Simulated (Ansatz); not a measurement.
## Energy against total moment in Ni

The cell (1 atom) is Ni as an experimental structure (space group Fm-3m). Source: COD entry 9012976; it may be a high-temperature, high-pressure or metastable form.

```yaml
crystal:
  lattice:
    - [0.00000, 1.76685, 1.76685]
    - [1.76685, 0.00000, 1.76685]
    - [1.76685, 1.76685, 0.00000]
  atoms:
    - { symbol: Ni, position: [0.00000, 0.00000, 0.00000] }
```

Site labels below count the atoms in this order, from 1.

Level of theory: DFT, PBE, PAW, plane waves, scalar-relativistic in Ansatz development build ahead of 0.2.0.

| Setting | Value |
| --- | --- |
| Plane-wave cutoff | 420 eV |
| k-point mesh | 12×12×12 (Γ-centred) |
| Occupations | Fermi–Dirac smearing, 0.1 eV |

Site moments are integrals over atomic spheres and don't add up to the total.

A small moment in a metal is sensitive to the mesh and the smearing.

For a metal this mesh leaves errors of several meV/atom.

The total moment of the cell is held fixed (separate Fermi levels for the two spins), shared at the start among the Ni atoms with one sign; no search for lower states follows. Energies are free energies per cell above the lowest run, the runs with a free moment included. Each row is one local solution, which need not be the lowest state at that M. The run at M = 0 starts without moments and gives the spin-unpolarised solution. The cell holds one magnetic atom, so only parallel order fits; orders in a larger cell may lie lower.

The run at M = 0.97 μB took 5.4 s on 2 threads of Intel(R) Xeon(R) Processor @ 2.50GHz (Skylake/Cascade Lake) (shared host), peak memory 0.28 GiB.

| fixed M (μB/cell) | F − F(lowest) (meV/cell) | moments of Ni1 (μB) |
| --- | --- | --- |
| 0.00 | 33 | 0.00 |
| 0.24 | ? | ? |
| 0.48 | 7 | 0.51 |
| 0.73 | 3 | 0.77 |
| 0.97 | 76 | 0.99 |
| 1.21 | 236 | 1.19 |
| 1.45 | ? | ? |
| 1.69 | 915 | 1.57 |
| 1.94 | 1511 | 1.76 |

(1) Fill in the row for M = 0.24 μB.

(2) Fill in the row for M = 1.45 μB.

(3) Where do runs with a free total moment end?

Answers

(1) 25 meV; moments Ni1 0.26 μB.

(2) 516 meV; moments Ni1 1.38 μB.

(3) “usual moment, free total moment [Ni1 2.00 μB]” ends at 0.65 μB, 0 meV; “usual moment scaled by 0.1, free total moment [Ni1 0.20 μB]” ends at 0.65 μB, 0 meV.
